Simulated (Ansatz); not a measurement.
HfSi2:
```
CELL_PARAMETERS angstrom
      1.84204    -7.29222     0.00000
      1.84204     7.29222     0.00000
      0.00000     0.00000     3.65934
ATOMIC_POSITIONS crystal
  Si 0.55438 0.44562 0.75000
  Si 0.44562 0.55438 0.25000
  Hf 0.89455 0.10545 0.75000
  Hf 0.10545 0.89455 0.25000
  Si 0.25025 0.74975 0.75000
  Si 0.74975 0.25025 0.25000
```

Relaxed with PBE. Special points in fractions of this cell's reciprocal vectors: Γ (0.000, 0.000, 0.000); Y (-0.500, 0.500, 0.000); C0 (-0.266, 0.734, 0.000); Σ0 (0.266, 0.266, 0.000); Z (0.000, 0.000, 0.500); A0 (0.266, 0.266, 0.500); E0 (-0.266, 0.734, 0.500); T (-0.500, 0.500, 0.500); S (0.000, 0.500, 0.000); R (0.000, 0.500, 0.500).

Task: List the band energies nearest the Fermi level at these points for PBE with spin–orbit coupling (plane waves, PAW; program Ansatz).

Result: In eV from the Fermi level; about four levels below and three above (degenerate sets whole), none deeper than 8.9 eV; points with the same levels are listed once.

```
k                     below                above
--  -----------------------  -------------------
Γ   -2.53 -2.53 -0.12 -0.12  1.15 1.15 1.26 1.26
Y   -2.17 -2.17 -1.65 -1.65  0.29 0.29 1.17 1.17
C0  -0.66 -0.66 -0.16 -0.16  0.80 0.80 0.99 0.99
Z   -0.13 -0.13 -0.13 -0.13  0.04 0.04 0.04 0.04
A0  -2.49 -2.49 -2.44 -2.44  1.49 1.49 1.52 1.52
T   -0.01 -0.01 -0.01 -0.01  2.37 2.37 2.37 2.37
S   -0.55 -0.55 -0.44 -0.44  0.78 0.78 0.79 0.79
R   -2.46 -2.46 -2.46 -2.46  1.85 1.85 1.85 1.85
```

Space group Cmcm. The cell was relaxed with PBE under the symmetry of its start; of distortions, only those at the zone centre were tested. The run is not spin-polarised.

Potentials: the later of the program's two PAW sets.
